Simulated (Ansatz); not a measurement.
Here is the system:

Si2W:
```cif
data_Si6W3
_chemical_formula_sum 'Si6 W3'
_space_group_name_H-M_alt 'P 1'
_space_group_IT_number 1
_cell_length_a 4.58087
_cell_length_b 4.58087
_cell_length_c 6.61026
_cell_angle_alpha 90.000
_cell_angle_beta 90.000
_cell_angle_gamma 120.000
loop_
_space_group_symop_operation_xyz
  'x, y, z'
loop_
_atom_site_label
_atom_site_type_symbol
_atom_site_fract_x
_atom_site_fract_y
_atom_site_fract_z
_atom_site_occupancy
Si1 Si 0.83643 0.67285 0.50000 1
Si2 Si 0.16357 0.83643 0.83333 1
Si3 Si 0.32715 0.16357 0.16667 1
Si4 Si 0.16357 0.32715 0.50000 1
Si5 Si 0.83643 0.16357 0.83333 1
Si6 Si 0.67285 0.83643 0.16667 1
W1 W 0.00000 0.50000 0.16667 1
W2 W 0.50000 0.00000 0.50000 1
W3 W 0.50000 0.50000 0.83333 1
```

This is the r²SCAN-relaxed structure.

All from DFT-r²SCAN in the program Ansatz with PAW potentials, unless another level is named. Give the gap with spin–orbit coupling.

0.10 eV (the band order may be inverted).

Next, the HSE06 gap on the r²SCAN cell?

0.44 eV.

Next, the electron effective mass?

0.32, 0.32, 0.46 mₑ (principal values).

And the valence-band maximum?

at L.

Space group P6_222. The first step of the workflow began from a Materials Project structure, measured or hypothetical; the Crystallography Open Database copy checked does not list it. It is not the phase usual at ambient conditions (space group No. 139). The cell was relaxed with r²SCAN under the symmetry of its start; phonons on a q-mesh show no instability. The run is not spin-polarised. Scalar-relativistic: spin–orbit coupling is off unless named, which matters more the heavier the elements.

Potentials: the earlier of the program's two PAW sets.
